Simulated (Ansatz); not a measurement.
Values for one crystal, relaxed and computed with LDA (plane waves, PAW; program Ansatz); other levels are named.

- Volume per atom: 11.06 Å³
- Electronic character: metallic (no gap)
- Formation energy from the elements (no fitted shifts): -0.28 eV/atom
- Mechanical stability: unstable (C has a negative eigenvalue)
- Pressure derivative B′: 4.9
- Zone-centre stability: no imaginary mode at Γ
- Elastic constants (relaxed ions, GPa): C11 = 175, C12 = 200, C44 = 131

Problem. Which of these materials gives this?
A. ZnNi, CsCl type
B. ScIr, CsCl type
C. InPd, CsCl type
D. ZnAu, CsCl type

Solution. A, ZnNi, CsCl type

Space group Pm-3m (CsCl type). The first step of the workflow began from a Materials Project structure, measured or hypothetical; the Crystallography Open Database files this formula in space group No. 221, but the cells were not matched. Its standing as an ambient phase is unchecked. The cell was relaxed with LDA under the symmetry of its start. The run is not spin-polarised. As this level gives no gap, shear constants depend on the k-mesh and smearing (Fermi–Dirac, 0.1 eV here). The references are the lowest solids computed at this level, not always the standard phases.

Potentials: the later of the program's two PAW sets.
